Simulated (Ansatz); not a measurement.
# Sn₄Pd: do energies and stresses tell the same story?

Theory: DFT PBEsol, scalar-relativistic, plane waves, PAW in Ansatz 0.2.0.

Settings: cutoff 420 eV, Γ-centred mesh 6×6×6 on the computed 10-atom cell, Gaussian smearing of 0.10 eV; no spin polarisation.

Relaxed cell: Ccce, a = 6.442 Å, b = 11.437 Å, c = 6.396 Å, α = 90.00°, β = 90.00°, γ = 90.00°, 10 atoms in the primitive cell. Whether it is the stable form of this composition wasn't checked.

Energies at zero smearing and pressures from the stress tensor, at volumes with shape and atoms relaxed:
| V (Å³/atom) | E − E(first) (meV/atom) | P (GPa) |
| --- | --- | --- |
| 20.734 | 0.00 | 12.23 |
| 21.440 | -44.88 | 8.26 |
| 22.147 | -73.88 | 4.98 |
| 22.854 | -89.63 | 2.25 |
| 23.561 | -94.39 | 0.00 |
| 24.268 | -90.18 | -1.86 |
| 24.975 | -78.62 | -3.36 |
| 25.917 | -54.03 | -4.92 |

Question: Check P = −dE/dV between neighbouring volumes, and get the bulk modulus from the pressures alone.

Answer: With 1 eV/Å³ = 160.2 GPa:
| middle V (Å³/atom) | −ΔE/ΔV (GPa) | mean P (GPa) |
| --- | --- | --- |
| 21.087 | 10.172 | 10.241 |
| 21.794 | 6.575 | 6.617 |
| 22.501 | 3.570 | 3.614 |
| 23.208 | 1.078 | 1.126 |
| 23.914 | -0.954 | -0.929 |
| 24.621 | -2.619 | -2.610 |
| 25.446 | -4.181 | -4.141 |

The two differ by 0.07 GPa at most. The mean of two end pressures misses the average over a step by about ΔV² P″/12, up to 0.06 GPa here; with that taken off 0.02 GPa remains. Around V = 23.561 Å³/atom, the two neighbours give B = −V ΔP/ΔV = 23.561 × 4.11 / 1.414 = 68.5 GPa, against B0 = 67.6 GPa from the Birch–Murnaghan fit of the energies.